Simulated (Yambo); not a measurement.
## Optical response of TiCdO3

```
CELL_PARAMETERS angstrom
      2.62994     1.51840     4.96848
     -2.62994     1.51840     4.96848
      0.00000    -3.03680     4.96848
ATOMIC_POSITIONS crystal
  O  0.80451 0.43770 0.03581
  O  0.19549 0.56230 0.96419
  O  0.03581 0.80451 0.43770
  O  0.96419 0.19549 0.56230
  O  0.43770 0.03581 0.80451
  O  0.56230 0.96419 0.19549
  Ti 0.84995 0.84995 0.84995
  Ti 0.15005 0.15005 0.15005
  Cd 0.63682 0.63682 0.63682
  Cd 0.36318 0.36318 0.36318
```

Yambo, RPA with local fields on PBEsol bands; 4×4×4 mesh, 119 bands, 3 Ry local-field block, 0.2 eV broadening; field along x.

```json
[
 {"E (eV)": "0.0", "Im ε": "0.00", "Re ε": "5.99", "Im ε, independent particles": "0.00"},
 {"E (eV)": "0.4", "Im ε": "0.02", "Re ε": "6.01", "Im ε, independent particles": "0.03"},
 {"E (eV)": "0.8", "Im ε": "0.05", "Re ε": "6.08", "Im ε, independent particles": "0.05"},
 {"E (eV)": "1.1", "Im ε": "0.08", "Re ε": "6.20", "Im ε, independent particles": "0.08"},
 {"E (eV)": "1.5", "Im ε": "0.12", "Re ε": "6.38", "Im ε, independent particles": "0.13"},
 {"E (eV)": "1.9", "Im ε": "0.17", "Re ε": "6.64", "Im ε, independent particles": "0.18"},
 {"E (eV)": "2.2", "Im ε": "0.25", "Re ε": "7.02", "Im ε, independent particles": "0.27"},
 {"E (eV)": "2.6", "Im ε": "0.41", "Re ε": "7.60", "Im ε, independent particles": "0.43"},
 {"E (eV)": "3.0", "Im ε": "0.83", "Re ε": "8.50", "Im ε, independent particles": "0.86"},
 {"E (eV)": "3.4", "Im ε": "1.79", "Re ε": "9.73", "Im ε, independent particles": "1.92"},
 {"E (eV)": "3.8", "Im ε": "4.80", "Re ε": "10.7", "Im ε, independent particles": "5.39"},
 {"E (eV)": "4.1", "Im ε": "7.44", "Re ε": "8.44", "Im ε, independent particles": "8.36"},
 {"E (eV)": "4.5", "Im ε": "8.08", "Re ε": "5.35", "Im ε, independent particles": "8.59"},
 {"E (eV)": "4.9", "Im ε": "6.88", "Re ε": "4.24", "Im ε, independent particles": "7.17"},
 {"E (eV)": "5.2", "Im ε": "6.36", "Re ε": "3.38", "Im ε, independent particles": "6.39"},
 {"E (eV)": "5.6", "Im ε": "5.84", "Re ε": "3.02", "Im ε, independent particles": "5.85"},
 {"E (eV)": "6.0", "Im ε": "5.76", "Re ε": "3.20", "Im ε, independent particles": "5.94"},
 {"E (eV)": "6.4", "Im ε": "6.02", "Re ε": "2.46", "Im ε, independent particles": "6.26"},
 {"E (eV)": "6.8", "Im ε": "6.41", "Re ε": "2.10", "Im ε, independent particles": "6.89"},
 {"E (eV)": "7.1", "Im ε": "6.46", "Re ε": "0.56", "Im ε, independent particles": "6.49"},
 {"E (eV)": "7.5", "Im ε": "5.05", "Re ε": "-0.73", "Im ε, independent particles": "4.91"},
 {"E (eV)": "7.9", "Im ε": "3.88", "Re ε": "-0.59", "Im ε, independent particles": "3.71"},
 {"E (eV)": "8.2", "Im ε": "3.40", "Re ε": "0.00", "Im ε, independent particles": "3.18"},
 {"E (eV)": "8.6", "Im ε": "3.24", "Re ε": "0.03", "Im ε, independent particles": "3.00"},
 {"E (eV)": "9.0", "Im ε": "3.00", "Re ε": "0.09", "Im ε, independent particles": "2.87"},
 {"E (eV)": "9.4", "Im ε": "2.70", "Re ε": "-0.13", "Im ε, independent particles": "2.66"},
 {"E (eV)": "9.8", "Im ε": "2.46", "Re ε": "0.09", "Im ε, independent particles": "2.45"},
 {"E (eV)": "10.1", "Im ε": "2.28", "Re ε": "-0.12", "Im ε, independent particles": "2.34"},
 {"E (eV)": "10.5", "Im ε": "1.93", "Re ε": "0.13", "Im ε, independent particles": "1.95"},
 {"E (eV)": "10.9", "Im ε": "1.81", "Re ε": "0.23", "Im ε, independent particles": "1.87"},
 {"E (eV)": "11.2", "Im ε": "1.66", "Re ε": "0.38", "Im ε, independent particles": "1.83"},
 {"E (eV)": "11.6", "Im ε": "1.57", "Re ε": "0.49", "Im ε, independent particles": "1.78"},
 {"E (eV)": "12.0", "Im ε": "1.60", "Re ε": "0.71", "Im ε, independent particles": "1.83"},
 {"E (eV)": "12.4", "Im ε": "1.72", "Re ε": "0.72", "Im ε, independent particles": "1.95"},
 {"E (eV)": "12.8", "Im ε": "1.79", "Re ε": "0.63", "Im ε, independent particles": "2.03"},
 {"E (eV)": "13.1", "Im ε": "1.65", "Re ε": "0.52", "Im ε, independent particles": "1.87"},
 {"E (eV)": "13.5", "Im ε": "1.54", "Re ε": "0.56", "Im ε, independent particles": "1.73"},
 {"E (eV)": "13.9", "Im ε": "1.43", "Re ε": "0.59", "Im ε, independent particles": "1.57"},
 {"E (eV)": "14.2", "Im ε": "1.42", "Re ε": "0.68", "Im ε, independent particles": "1.56"},
 {"E (eV)": "14.6", "Im ε": "1.43", "Re ε": "0.76", "Im ε, independent particles": "1.57"},
 {"E (eV)": "15.0", "Im ε": "1.58", "Re ε": "0.64", "Im ε, independent particles": "1.69"},
 {"E (eV)": "15.4", "Im ε": "1.43", "Re ε": "0.53", "Im ε, independent particles": "1.52"},
 {"E (eV)": "15.8", "Im ε": "1.33", "Re ε": "0.45", "Im ε, independent particles": "1.42"},
 {"E (eV)": "16.1", "Im ε": "1.17", "Re ε": "0.61", "Im ε, independent particles": "1.30"},
 {"E (eV)": "16.5", "Im ε": "1.25", "Re ε": "0.69", "Im ε, independent particles": "1.39"},
 {"E (eV)": "16.9", "Im ε": "1.26", "Re ε": "0.64", "Im ε, independent particles": "1.40"},
 {"E (eV)": "17.2", "Im ε": "1.22", "Re ε": "0.69", "Im ε, independent particles": "1.37"},
 {"E (eV)": "17.6", "Im ε": "1.20", "Re ε": "0.64", "Im ε, independent particles": "1.36"},
 {"E (eV)": "18.0", "Im ε": "1.19", "Re ε": "0.70", "Im ε, independent particles": "1.37"},
 {"E (eV)": "18.4", "Im ε": "1.23", "Re ε": "0.67", "Im ε, independent particles": "1.39"},
 {"E (eV)": "18.8", "Im ε": "1.16", "Re ε": "0.58", "Im ε, independent particles": "1.30"},
 {"E (eV)": "19.1", "Im ε": "1.13", "Re ε": "0.64", "Im ε, independent particles": "1.27"},
 {"E (eV)": "19.5", "Im ε": "1.13", "Re ε": "0.64", "Im ε, independent particles": "1.28"},
 {"E (eV)": "19.9", "Im ε": "1.15", "Re ε": "0.66", "Im ε, independent particles": "1.36"}
]
```

Structure narrower than a few tenths of an eV can come from the finite k mesh. Convergence of the RPA response with its 4×4×4 mesh was not tested. No excitonic effects at this level.

Spin-orbit coupling is not included.

Geometry of the Materials Project entry, not relaxed at this level.
